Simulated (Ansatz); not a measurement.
### Question
Name crystals whose computed values (the program Ansatz at the HSE06 level (PAW)) fall in these windows: gap (eV) 3.7 to 4.4; B₀ by P(V) fit (GPa) 190 to 260.

### Answer


| crystal | gap (eV) | B₀ by P(V) fit (GPa) |
|---|---|---|
| Be3N2, R3m (Pearson symbol hR5) | 4.03 | 225 |
Others may fit too.

Standing as an ambient phase not checked: Be3N2, R3m (Pearson symbol hR5). The cell was relaxed under the symmetry of its start.

Potentials: the later of the program's two PAW sets.
